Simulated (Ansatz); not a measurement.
Ansatz (a first-principles code) input:

Ansatz 0.2 input:
```yaml
crystal:
  lattice:
    - [0.0, 5.9081306383, 5.9081306383]
    - [5.9081306383, 0.0, 5.9081306383]
    - [5.9081306383, 5.9081306383, 0.0]
  atoms:
    - { symbol: Si, position: [0.5703258881, 0.2890223356, 0.5703258881] }
    - { symbol: Si, position: [0.9609776644, 0.6796741119, 0.6796741119] }
    - { symbol: Si, position: [0.5703258881, 0.5703258881, 0.2890223356] }
    - { symbol: Si, position: [0.6796741119, 0.9609776644, 0.6796741119] }
    - { symbol: Si, position: [0.5703258881, 0.5703258881, 0.5703258881] }
    - { symbol: Si, position: [0.6796741119, 0.6796741119, 0.6796741119] }
    - { symbol: Si, position: [0.2890223356, 0.5703258881, 0.5703258881] }
    - { symbol: Si, position: [0.6796741119, 0.6796741119, 0.9609776644] }
kpoints:
  mp_grid: { grid: [3, 3, 3] }
hamiltonian:
  xc: hse06
  pseudopotentials: { kind: paw }
scf:
  n_extra_bands: 8
  occupations: { method: gaussian, width: 0.02 }
output:
  eigenvalues: true
  eigenstates:
    e_range: [-9.0, 8.0]
    kpoints:
      - [0.0, 0.0, 0.0]  # GAMMA
      - [0.5, 0.0, 0.5]  # X
      - [0.5, 0.5, 0.5]  # L
      - [0.5, 0.25, 0.75]  # W
      - [0.375, 0.375, 0.75]  # K
      - [0.625, 0.25, 0.625]  # U
```

Output (shortened):

```
Pseudopotential: Si, paw, valence charge 4
Functional definition: HSE06
Crystal: 8 atoms, lattice volume = 412.459 Å³
Basis set: ecut = 420 eV, 7991 PW (Γ)
Bands: 24, of which v1, the nominal top of the filled ones, is band 16 counted from 1 (15 counted from 0)
Symmetry: 48 space group operations
Space group: Fd-3m (ITA 227), of the structure as read, at distance tolerance 7.4e-5 Å
k-points: 4 of 27
SCF iter   1: F=—  HF=-5078.206618 eV  |F-HF|=—  |Δ(HF+E_count)|=         —  Δρ=3.88e-3  dr2=6.28e-2  ethr=1.77e-3  ⟨swp⟩=10.5  Hψ=547  notcnv=0
preconditioner: auto → none
SCF iter   2: F=—  HF=-5078.216647 eV  |F-HF|=—  |Δ(HF+E_count)|=   1.00e-2  Δρ=1.89e-3  dr2=1.42e-2  ethr=1.96e-4  ⟨swp⟩=3.8  Hψ=216  notcnv=0  defer=1
iter 3 solved again at ethr=2.31e-6 eV; its pass at ethr=4.44e-5 eV (dr2=7.39e-4 eV) is discarded
SCF iter   3: F=—  HF=-5078.221326 eV  |F-HF|=—  |Δ(HF+E_count)|=   4.68e-3  Δρ=2.68e-4  dr2=8.34e-4  ethr=2.31e-6  ⟨swp⟩=4.2  Hψ=442  notcnv=0  defer=2
SCF iter   4: F=—  HF=-5078.221096 eV  |F-HF|=—  |Δ(HF+E_count)|=   2.30e-4  Δρ=8.17e-5  dr2=3.78e-5  ethr=2.31e-6  ⟨swp⟩=3.5  Hψ=219  notcnv=0  defer=2
SCF iter   5: F=—  HF=-5078.221093 eV  |F-HF|=—  |Δ(HF+E_count)|=   2.58e-6  Δρ=1.66e-5  dr2=2.69e-6  ethr=1.18e-7  ⟨swp⟩=3.2  Hψ=227  notcnv=0
SCF iter   6: F=—  HF=-5078.221093 eV  |F-HF|=—  |Δ(HF+E_count)|=   3.07e-7  Δρ=5.09e-6  dr2=2.78e-7  ethr=8.42e-9  ⟨swp⟩=3.0  Hψ=196  notcnv=0
SCF iter   7: F=—  HF=-5078.221093 eV  |F-HF|=—  |Δ(HF+E_count)|=   9.14e-9  Δρ=6.58e-7  dr2=1.79e-9  ethr=8.69e-10  ⟨swp⟩=3.8  Hψ=221  notcnv=0
SCF iter   8: F=-5078.221093 eV  HF=-5078.221093 eV  |F-HF|=1.58e-10  |Δ(HF+E_count)|=   2.87e-9  Δρ=1.97e-7  dr2=2.92e-10  ethr=5.58e-12  ⟨swp⟩=5.0  Hψ=271  notcnv=0
SCF 1 converged in 8 iterations: F = -5078.221093 eV  dr2 = 2.92e-10
Crystal: 8 atoms, lattice volume = 412.459 Å³
Exchange kernel: α = 0.2500, screened, ω = 0.2079 Å⁻¹, Wigner–Seitz truncation, v(0) = 1046.7782 eV·Å³, q-mesh 3×3×3, nearest image of the exchange supercell L …
Frozen-core exchange: fock
iter 1 solved again at ethr=1.03e-4 eV; its pass at ethr=1.00e-1 eV (dr2=3.29e-2 eV) is discarded
SCF iter   1: F=—  HF=-5081.262748 eV  |F-HF|=—  |Δ(HF+E_count)|=         —  Δρ=2.84e-3  dr2=4.47e-2  ethr=1.03e-4  ⟨swp⟩=5.2  Hψ=537  notcnv=0
preconditioner: auto → none
SCF iter   2: F=—  HF=-5081.278489 eV  |F-HF|=—  |Δ(HF+E_count)|=   1.57e-2  Δρ=1.66e-3  dr2=1.04e-2  ethr=1.03e-4  ⟨swp⟩=3.0  Hψ=230  notcnv=0
SCF iter   3: F=—  HF=-5081.275534 eV  |F-HF|=—  |Δ(HF+E_count)|=   2.95e-3  Δρ=2.34e-4  dr2=3.26e-4  ethr=3.22e-5  ⟨swp⟩=3.2  Hψ=234  notcnv=0
SCF iter   4: F=-5081.275503 eV  HF=-5081.275514 eV  |F-HF|=1.10e-5  |Δ(HF+E_count)|=   2.01e-5  Δρ=4.86e-5  dr2=1.62e-5  ethr=9.11e-7  ⟨swp⟩=3.5  Hψ=228  notcnv=0
SCF 2 stopped early in 4 iterations: F = -5081.275503 eV  dr2 = 1.62e-5
hybrid outer 1: dexx = +3.738e-2 eV, tail = 3.92e-5 eV
Crystal: 8 atoms, lattice volume = 412.459 Å³
Exchange kernel: α = 0.2500, screened, ω = 0.2079 Å⁻¹, Wigner–Seitz truncation, v(0) = 1046.7782 eV·Å³, q-mesh 3×3×3, nearest image of the exchange supercell L …
Frozen-core exchange: fock
SCF iter   1: F=—  HF=-5081.275415 eV  |F-HF|=—  |Δ(HF+E_count)|=         —  Δρ=1.92e-5  dr2=1.34e-6  ethr=6.13e-7  ⟨swp⟩=6.0  Hψ=257  notcnv=0
preconditioner: auto → none
SCF iter   2: F=—  HF=-5081.275417 eV  |F-HF|=—  |Δ(HF+E_count)|=   1.19e-6  Δρ=1.30e-5  dr2=6.76e-7  ethr=3.80e-9  ⟨swp⟩=4.0  Hψ=246  notcnv=0
SCF iter   3: F=—  HF=-5081.275417 eV  |F-HF|=—  |Δ(HF+E_count)|=   5.32e-8  Δρ=5.51e-6  dr2=4.08e-7  ethr=2.07e-9  ⟨swp⟩=3.5  Hψ=222  notcnv=0  defer=1
iter 4 solved again at ethr=7.32e-11 eV; its pass at ethr=1.22e-9 eV (dr2=2.34e-8 eV) is discarded
SCF iter   4: F=-5081.275417 eV  HF=-5081.275417 eV  |F-HF|=1.53e-8  |Δ(HF+E_count)|=   1.76e-7  Δρ=1.48e-6  dr2=1.94e-8  ethr=7.32e-11  ⟨swp⟩=4.5  Hψ=403  notcnv=0  defer=2
SCF 3 converged in 4 iterations: F = -5081.275417 eV  dr2 = 1.94e-8
hybrid outer 2: dexx = +1.165e-6 eV, tail = 4.04e-8 eV, Δε = 1.31e-3 eV (about 5.90e-5 eV left of the loop's levels)
NSCF: frozen V_eff on 6 k-points
hybrid SCF converged: 2 outer / 8 inner (+8 warm-up), last move |dexx| = 1.17e-6 eV, tail = 4.04e-8 eV
Stability not checked (fock_operator)
Free energy (F): -5081.275417 eV
Frozen-core exchange: fock
Harris-Foulkes:  -5081.275417 eV  (|F-HF|=1.53e-8)
Internal energy: -5081.275417 eV  (E = F + TS)
E sigma→0 (E₀):  -5081.275417 eV
Fermi energy:    0.353217 eV
--- Per-component energies (eV) ---
  E_band       = -197.083359
  E_kinetic    = 318.347932
  E_local      = -1305.351054  (includes V_loc(G=0)·N_el)
  E_nonlocal   = 200.295656
  E_hartree    = 499.638132
  E_xc         = -354.925967
  E_vxc        = -298.646082  (∫ρ·V_xc dr)
  E_exx        = -42.797828  (= α·E_x^exact, valence–valence)
  E_paw        = -4141.476702  (= ΣΔE_a)
  E_vpaw       = -25.407697  (= ΣTr[D̂ρ^β])
  E_aug_tail   = 0.000048  (compensation charges beyond the density's cutoff)
  E_ewald      = -254.532703
  E_core_change = -0.472931  (= ΣΔE_core)
  E_smearing   =  0.000000  (= −TS)
  E_closure    =  0.000000  (closes the sum)
  Σ components = -5081.275417   (vs F -5081.275417, Δ=0.00e0)
  [band-id]    e_kinetic+e_local+e_nonlocal+2·e_hartree+e_vxc+2·e_exx+e_vpaw+e_augmentation_tail = -197.080589   (vs E_band -197.083359, Δ=2.77e-3)
--- Band table (eV) ---
  k-point 0: bands = ["-14.0940", "-13.1852", "-9.8234", "-9.8234", "-9.8234", "-6.6239", "-6.2728", "-6.2728", "-6.2728", "-3.0608", "-3.0608", "-3.0608", "-2.5722", "-2.5722", "0.1735", "0.1735", "0.5334", "0.5334", "0.5334", "1.4578", "1.4578", "1.4578", "1.7466", "2.5868"]
  k-point 1: bands = ["-13.9756", "-13.3906", "-9.8359", "-9.8359", "-9.4378", "-7.6123", "-6.1544", "-6.1544", "-5.1481", "-3.8081", "-3.4423", "-3.4423", "-2.2533", "-2.2533", "-0.6405", "-0.6405", "0.8123", "0.8123", "0.9498", "1.4657", "1.9291", "2.6877", "2.6877", "3.2192"]
  k-point 2: bands = ["-13.9159", "-13.4772", "-9.8486", "-9.8486", "-9.2243", "-7.9255", "-6.0257", "-6.0257", "-5.0481", "-3.8571", "-3.6297", "-3.6297", "-2.1899", "-1.9316", "-1.0883", "-1.0043", "0.9841", "0.9841", "1.5111", "1.8100", "1.9956", "1.9956", "3.2043", "3.6981"]
  k-point 3: bands = ["-13.8183", "-13.6008", "-9.8592", "-9.8484", "-8.9391", "-8.2728", "-6.0213", "-5.9269", "-4.5667", "-4.2030", "-3.9030", "-3.7061", "-1.9135", "-1.8554", "-1.4202", "-1.1646", "1.0393", "1.0483", "1.2869", "2.1485", "2.3005", "2.8550", "3.0181", "3.0710"]
```

Cost: around 8 core-minutes (rough) on shared cores.

The start of the workflow was typed in or built on a structure type. Its sites differ from those of the usual phase in this space group: another stacking or structure type. Symmetry was held in the PBEsol relaxation. At this level the phase is mechanically unstable. The volume moved by 42 % from the start of the relaxation.

Potentials: the later of the program's two PAW sets.

Ansatz is a plane-wave DFT program.
